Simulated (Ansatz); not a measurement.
Data:

Ba:
```cif
data_Ba
_chemical_formula_sum 'Ba1'
_space_group_name_H-M_alt 'P 1'
_space_group_IT_number 1
_cell_length_a 4.35762
_cell_length_b 4.35762
_cell_length_c 4.35762
_cell_angle_alpha 60.000
_cell_angle_beta 60.000
_cell_angle_gamma 60.000
loop_
_space_group_symop_operation_xyz
  'x, y, z'
loop_
_atom_site_label
_atom_site_type_symbol
_atom_site_fract_x
_atom_site_fract_y
_atom_site_fract_z
_atom_site_occupancy
Ba1 Ba 0.00000 0.00000 0.00000 1
```

This is the PBEsol-relaxed structure.

### Question
All from DFT-PBEsol in the program Ansatz with PAW potentials, unless another level is named. Predict the density of states at the Fermi level.

### Answer
1.7 states/eV per atom (mean over ±0.08 eV).

### Question
Give the gap with spin–orbit coupling.

### Answer
none (metallic).

Space group Fm-3m (fcc (Cu type)). The workflow started from a Materials Project entry (that database holds measured and hypothetical structures alike); the Crystallography Open Database copy checked does not list it. It is not the phase usual at ambient conditions (space group No. 229). The PBEsol relaxation kept the symmetry of its start; its stability against distortions is not shown here. Spin–orbit coupling is left out wherever it is not named.

Potentials: the later of the program's two PAW sets.
